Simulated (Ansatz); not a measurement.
## CsCdCl3: strain energy, fitted

CsCdCl3, Pm-3m, a = 5.112 Å. The structure is a COD entry; whether it is the stable form wasn't checked. Ansatz: LDA, PAW, 420 eV, Γ-centred 6×6×6 mesh on 5 atoms, Gaussian smearing 0.02 eV; no spin polarisation. Series: biaxial strain in the a-b plane, c and atoms relaxed; x is the strain in per cent. y is the free energy over the unstrained cell, V0 = 26.721 Å³/atom.

```tsv
x (%)	y (meV/atom)
-6.0	?
-4.0	27.47
-2.0	6.37
0.0	0.00
2.0	5.22
4.0	19.58
6.0	41.20
```

Fit y = c2 x² + c3 x³ to the other rows, turn c2 into a modulus, and predict the missing energy.

Least squares on the rows shown. y = 1.4813 x² − 0.056996 x³. In eV per unit strain² c2 is 14.81; M is the biaxial modulus (E = M V0 ε²): 14.81 × 160.2 / (26.721) = 89 GPa. At x = -6.0 the fit asked for gives 65.64 meV/atom. The run gave 67.34 meV/atom, so the fit is 1.70 meV/atom too low, 2.5 % of the span of the series, against an rms of 0.26 meV/atom on the fitted rows. The row lies outside the fitted range. With a term in x⁴ added, a fit to the same known rows predicts 67.87 meV/atom, so most of the miss is curvature that the known rows already hold.

Symmetry holds off the tilts and polar distortions that many cubic perovskites undergo.

Cost: 7 runs of about 3.6 core-minutes in all, on Arm Neoverse V1 (shared hosts).